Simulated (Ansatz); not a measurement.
Input and command of a calculation in Ansatz (plane waves; scalar-relativistic PAW potentials unless the input names others):

```yaml
crystal:
  lattice:
    - [-1.62691493, 1.62691493, 1.373143044]
    - [1.62691493, -1.62691493, 1.373143044]
    - [1.62691493, 1.62691493, -1.373143044]
  atoms:
    - { symbol: Si, position: [0.0, 0.0, 0.0] }
kpoints:
  mp_grid: { grid: [22, 22, 22] }
hamiltonian:
  xc: lda
scf:
  occupations: { method: gaussian, width: 0.15 }
  mixing: { preconditioner: none }
output:
  forces: true
  eigenvalues: true
  stress: true
accuracy: medium
```

```bash
ansatz run input.yaml --threads 1 --pin off --max-ram 2560MiB --backend cpu --events-out ev --progress --plain --runs-dir out
```

Abridged log:
```
Pseudopotentials: kind: paw
Pseudopotential: Si, paw, valence charge 4, recommended cutoff 420 eV (normal)
Functional definition: SPW92
Crystal: 1 atom, lattice volume = 14.538 Å³
Basis set: ecut = 420 eV, 273 PW (Γ)
Bands: 6, of which v1, the nominal top of the filled ones, is band 2 counted from 1 (1 counted from 0)
Symmetry: 16 space group operations
Space group: I4/mmm (ITA 139), of the structure as read, at distance tolerance 2.4e-5 Å
k-points: 834 of 10648
Initial density: superposition of atomic densities (neutral atoms: chi_scale 0, normalization atom), corrected by the library's trained network
Initial wavefunctions: pseudopotential atomic-orbital guess
Functional: x = slater, c = lda
SCF iter   1: F=—  HF=-608.245773 eV  |F-HF|=—  |Δ(HF+E_count)|=         —  Δρ=4.14e-3  dr2=2.06e-3  ethr=1.77e-3  ⟨swp⟩=5.0  Hψ=47252  notcnv=0
SCF iter   2: F=—  HF=-608.244961 eV  |F-HF|=—  |Δ(HF+E_count)|=   8.12e-4  Δρ=1.65e-3  dr2=2.88e-4  ethr=5.14e-5  ⟨swp⟩=1.1  Hψ=11744  notcnv=0
SCF iter   3: F=—  HF=-608.244831 eV  |F-HF|=—  |Δ(HF+E_count)|=   1.30e-4  Δρ=1.42e-4  dr2=9.52e-7  ethr=7.21e-6  ⟨swp⟩=2.0  Hψ=6471  notcnv=0
SCF iter   4: F=—  HF=-608.244832 eV  |F-HF|=—  |Δ(HF+E_count)|=   5.11e-7  Δρ=1.98e-5  dr2=5.61e-8  ethr=2.38e-8  ⟨swp⟩=2.0  Hψ=6508  notcnv=0
SCF iter   5: F=-608.244832 eV  HF=-608.244832 eV  |F-HF|=1.77e-9  |Δ(HF+E_count)|=   2.39e-8  Δρ=4.99e-6  dr2=3.45e-9  ethr=1.40e-9  ⟨swp⟩=2.0  Hψ=6396  notcnv=0
SCF iter   6: F=-608.244832 eV  HF=-608.244832 eV  |F-HF|=1.82e-12  |Δ(HF+E_count)|=   1.47e-9  Δρ=1.74e-7  dr2=4.01e-12  ethr=8.63e-11  ⟨swp⟩=1.7  Hψ=16043  notcnv=0
SCF 1 converged in 6 iterations: F = -608.244832 eV  dr2 = 4.01e-12
SCF converged after 6 iterations
Free energy (F): -608.244832 eV
Harris-Foulkes:  -608.244832 eV  (|F-HF|=1.82e-12)
Internal energy: -608.240137 eV  (E = F + TS)
E sigma→0 (E₀):  -608.242484 eV
Entropy (-TS):   -0.004695 eV (-4.695 meV/atom)
Fermi energy:    10.383263 eV
--- Forces (eV/Å), atoms counted from 1 ---
  atom   1  Si     0.00000000     0.00000000     0.00000000
--- Stress (GPa, compression-positive) ---
       -3.049094       0.000000       0.000000
        0.000000      -3.049094       0.000000
        0.000000       0.000000      -5.361873
  P = ⅓ Tr σ = -3.8200 GPa (-38.200 kbar)
```

Apart from outputs and empty bands, the input differs from a reference run on usual settings in accuracy: not typed → "medium"; scf.mixing.preconditioner: not typed → "none"; basis.ecutwfc: 420 → not typed. The reference, at the same geometry (not necessarily relaxed), gave pressure -3.82 GPa, largest force 0.000 eV/Å, no gap on the mesh. This run converged in 6 SCF iterations (reference: 6) with an energy at zero smearing within 0.01 meV/atom of the reference's, pressure -3.82 GPa, largest force 0.000 eV/Å, no gap on the mesh.

Time: 6.8 s on 1 thread of Intel(R) Xeon(R) Processor @ 2.70GHz, with other jobs on the host, peak memory 0.38 GiB.